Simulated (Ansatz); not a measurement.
In r²SCAN in the plane-wave PAW code Ansatz, C in the hexagonal phase (P6_222; C on 3c) relaxes to a = 2.600 Å, c = 2.799 Å.

The Kohn–Sham gap is 2.24 eV (indirect). The valence maximum lies at A and the conduction minimum at M (3 equivalent valleys). The screened hybrid HSE06 puts the gap at 2.93 eV. Electrons at the band edge weigh 0.24, 0.35, 0.42 mₑ (principal values). The hole mass is 0.43, 0.52, 0.52 mₑ (principal values).

An equation-of-state fit gives a bulk modulus of 439 GPa. The relaxed-ion elastic constants in GPa are C11 = 1210, C12 = 83.4, C13 = 40.1, C33 = 1210, C44 = 542. The elastic constants imply a Debye temperature near 2280 K.

The start of the workflow was typed in or built on a structure type; neither database checked (COD, Materials Project) lists it. It is not the phase usual at ambient conditions (space group No. 194, 227). The cell was relaxed with r²SCAN under the symmetry of its start; whether a distortion lowers the energy is not shown.

Potentials: the later of the program's two PAW sets.
